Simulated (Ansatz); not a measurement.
CoO: enthalpy against pressure

CoO, R-3m, a = 3.073 Å, c = 7.421 Å. This is the compound's rock-salt structure, slightly distorted along a body diagonal. Ansatz: PBE+U, PAW, 420 eV, Γ-centred 12×12×12 mesh on 2 atoms, Gaussian smearing 0.02 eV; U_eff Co 3.32 eV; collinear spin, largest moment 2.6 μB. Cell and atoms are relaxed at each pressure, and no other structure is tried, so the rows at high pressure may lie past a change of phase. y is the enthalpy over the state at zero pressure; there V0 = 10.118 Å³/atom. The pressures are the targets, met within 0.05 GPa.

| P (GPa) | y (eV/atom) |
| --- | --- |
| -3.0 | -0.1912 |
| 0.0 | 0.0000 |
| 3.0 | 0.1879 |
| 8.0 | ? |
| 15.0 | 0.9109 |
| 30.0 | 1.7643 |
| 60.0 | 3.3513 |

**Question.** Fit y = c1 P + c2 P² + c3 P³ to the other rows, say what c1 and c2 mean, and predict the missing value.

**Answer.** Least squares on the rows shown. y = 0.063035 P − 0.00016244 P² + 7.1290×10⁻⁷ P³. Since dH/dP = V, c1 is V0: 0.063035 eV/GPa × 160.2 = 10.098 Å³ against 10.118; c2 = −V0/(2B0) gives B0 = 194 GPa, where a Birch–Murnaghan fit to the volumes of the same runs (not shown) gives 169 GPa: a cubic over this range folds the higher terms into c2. At P = 8.0 the fit asked for gives 0.4942 eV/atom. The run gave 0.4942 eV/atom, the same to the digits shown.

The state reached may not be the lowest one. The cell holds one magnetic atom, so it can only be ferromagnetic; an antiferromagnetic order may lie lower.